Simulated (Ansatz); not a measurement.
The cell is an ordered 6-atom cell of Ga₃AsP₂ on the zincblende lattice (P3m1); cell and atoms were relaxed with r2SCAN. The symmetry is P3m1 (No. 156, trigonal); conventional cell a = 3.906 Å, c = 9.562 Å, 21.06 Å³ an atom. Around P lie 4 Ga at 2.36–2.38 Å; around As lie 4 Ga at 2.41–2.45 Å; around Ga lie 4 P at 2.36–2.38 Å; around Ga lie 3 P at 2.38 Å and 1 As at 2.45 Å; around Ga lie 1 P at 2.36 Å and 3 As at 2.41 Å.

```cif
data_structure
_symmetry_space_group_name_H-M 'P 1'
_symmetry_Int_Tables_number 1
_cell_length_a 3.9060
_cell_length_b 3.9060
_cell_length_c 9.5622
_cell_angle_alpha 90.000
_cell_angle_beta 90.000
_cell_angle_gamma 120.000
_cell_volume 126.34
loop_
_atom_site_label
_atom_site_type_symbol
_atom_site_fract_x
_atom_site_fract_y
_atom_site_fract_z
_atom_site_occupancy
P1 P 0.00000 0.00000 0.00306 1
P2 P 0.33333 0.66667 0.33052 1
As1 As 0.66667 0.33333 0.66634 1
Ga1 Ga 0.33333 0.66667 0.08325 1
Ga2 Ga 0.66667 0.33333 0.41034 1
Ga3 Ga 0.00000 0.00000 0.75648 1
```

4 runs of the PAW code Ansatz on this cell differ in the functional (and in the settings that go with it). Levels are in eV from each run's valence top; v1 is the last filled band, c1 the first empty one.

Run A, mean stress +0.6 GPa (compression positive):
```tsv
point	v2	v1	c1	c2
Γ	0.00	0.00	2.13	2.19
M	-2.05	-1.68	2.07	2.33
K	-2.27	-2.10	2.92	3.08
A	-0.20	-0.20	2.06	2.74
L	-1.34	-1.29	2.11	2.39
H	-2.84	-2.65	4.50	4.58
```

Run B, mean stress 0.0 GPa (compression positive):
```tsv
point	v2	v1	c1	c2
Γ	0.00	0.00	1.72	1.76
M	-1.96	-1.61	1.73	1.91
K	-2.16	-2.03	2.49	2.67
A	-0.20	-0.20	1.63	2.28
L	-1.29	-1.24	1.68	1.99
H	-2.71	-2.55	3.98	4.06
```

Run C, mean stress +2.6 GPa (compression positive):
```tsv
point	v2	v1	c1	c2
Γ	0.00	0.00	1.22	1.38
M	-1.88	-1.55	1.47	1.63
K	-2.08	-1.94	2.19	2.36
A	-0.19	-0.19	1.27	1.88
L	-1.24	-1.19	1.31	1.72
H	-2.62	-2.46	3.62	3.70
```

Run D, mean stress +0.4 GPa (compression positive):
```tsv
point	v2	v1	c1	c2
Γ	0.00	0.00	2.76	2.83
M	-2.09	-1.71	2.73	2.99
K	-2.31	-2.13	3.58	3.75
A	-0.21	-0.21	2.70	3.39
L	-1.36	-1.32	2.74	3.05
H	-2.90	-2.70	5.19	5.26
```

Question: Match the runs to PBE, r2SCAN, HSE06, PBE0.

Answer: A is HSE06, B is r2SCAN, C is PBE, D is PBE0. In order of the gap: PBE 1.22, r2SCAN 1.63, HSE06 2.06, PBE0 2.70 eV. The stress vanishes for r2SCAN, which relaxed the cell.

(Calculated; spin-unpolarised; the phase may be known or hypothetical.)

The runs are scalar-relativistic, without spin-orbit coupling.

The stress of a hybrid is loosely converged in these runs.

The meshes of the hybrids are coarse, so their gaps aren't converged to the digits shown.
